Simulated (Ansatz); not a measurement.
Level of theory: Ansatz 0.2.0, DFT PBE, scalar-relativistic, plane waves, PAW. All cells share a 420 eV cutoff and Γ-centred k meshes spaced at most about 0.3 Å⁻¹ (about 0.25 or finer for metals, 2π included). No spin polarisation in the final relaxations.

Temperature and zero-point effects are left out.

Compare these two cells of GaBiSe4, each relaxed at this level.

A.

```cif
data_structure
_symmetry_space_group_name_H-M 'P4/mmm'
_symmetry_Int_Tables_number 123
_cell_length_a 5.6688
_cell_length_b 5.6688
_cell_length_c 5.6823
_cell_angle_alpha 90.000
_cell_angle_beta 90.000
_cell_angle_gamma 90.000
_cell_volume 182.60
loop_
_atom_site_label
_atom_site_type_symbol
_atom_site_symmetry_multiplicity
_atom_site_Wyckoff_symbol
_atom_site_fract_x
_atom_site_fract_y
_atom_site_fract_z
_atom_site_occupancy
Ga1 Ga 1 a 0.00000 0.00000 0.00000 1
Bi1 Bi 1 d 0.50000 0.50000 0.50000 1
Se1 Se 2 e 0.00000 0.50000 0.50000 1
Se2 Se 1 b 0.00000 0.00000 0.50000 1
Se3 Se 1 c 0.50000 0.50000 0.00000 1
```

B.

```cif
data_structure
_symmetry_space_group_name_H-M 'P6/mmm'
_symmetry_Int_Tables_number 191
_cell_length_a 4.8033
_cell_length_b 4.8033
_cell_length_c 7.5151
_cell_angle_alpha 90.000
_cell_angle_beta 90.000
_cell_angle_gamma 120.000
_cell_volume 150.16
loop_
_atom_site_label
_atom_site_type_symbol
_atom_site_symmetry_multiplicity
_atom_site_Wyckoff_symbol
_atom_site_fract_x
_atom_site_fract_y
_atom_site_fract_z
_atom_site_occupancy
Ga1 Ga 1 b 0.00000 0.00000 0.50000 1
Bi1 Bi 1 a 0.00000 0.00000 0.00000 1
Se1 Se 4 h 0.33333 0.66667 0.76210 1
```

Question: Which would you expect to be lower, and how large is the difference?

Answer: A is lower, by 101 meV/atom. A has space group P4/mmm (No. 123), 30.4 Å³/atom and no gap on its mesh; B has space group P6/mmm (No. 191), 25.0 Å³/atom and no gap. Counting Se atoms around Bi and Ga (those within 1.25 times the shortest such distance or 1.15 times the sum of covalent radii; the shortest distance is added where it is long for a bond), A has Ga 2, Bi 6 and B has Ga 12 from 3.4 Å, Bi 12 from 3.3 Å. The lower one is the more open, so pressure narrows the difference. Even the lower one lies +0.11 eV/atom against the reference forms of the elements (uncorrected), so neither is stable at this level. In A, Ga is surrounded by 2 Se at 2.84 Å; Bi has 6 Se at 2.83–2.84 Å; Se on a site of symmetry mmm has 2 Bi at 2.83 Å and 2 Se at 2.83 Å; 2 more sites not described. In B, around Ga lie 12 Se at 3.40 Å and 2 Bi at 3.76 Å; Bi is surrounded by 12 Se at 3.30 Å and 2 Ga at 3.76 Å; around Se lie 3 Se at 2.77 Å, 3 Bi at 3.30 Å and 3 Ga at 3.40 Å. Both come from invented guesses. A third cell relaxed alike, in Cmmm, lies 79 meV/atom below the lower of the two.

These runs have no spin–orbit coupling, which can matter for Bi. Cells relaxed within their symmetry can be saddle points.
